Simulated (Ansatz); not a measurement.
A scan (energy against volume; even scaling of the relaxed cell, symmetry kept) gave these values. All values below come from r2SCAN (plane waves to 500 eV, PAW, scalar-relativistic; Ansatz, a quantum-chemistry and plane-wave program).

The bulk modulus at fixed cell shape B₀ (third-order Birch-Murnaghan fit) comes out as 95.6 GPa, the pressure derivative B₀′ (fit) is 3.2 and the equilibrium volume of the fit is 23.50 Å³/atom.

Task: Of these crystals, all scanned alike, which one is it?
A) La₂O₃ (A-La2O3 type, space group P-3m1)
B) Zr (hcp, Mg type)
C) AlN (wurtzite)

Result: B, Zr (hcp, Mg type). The others have, for the bulk modulus at fixed cell shape: AlN 211 GPa, La2O3 128 GPa

All were relaxed with their symmetry unable to fall. La2O3 is run without spin polarisation. Zr is run without spin polarisation. With the shape held, the modulus is that of even scaling; a crystal free to change shape is softer.

(Under strain, the slope of the energy per volume gives the stress and its curvature an elastic modulus.)
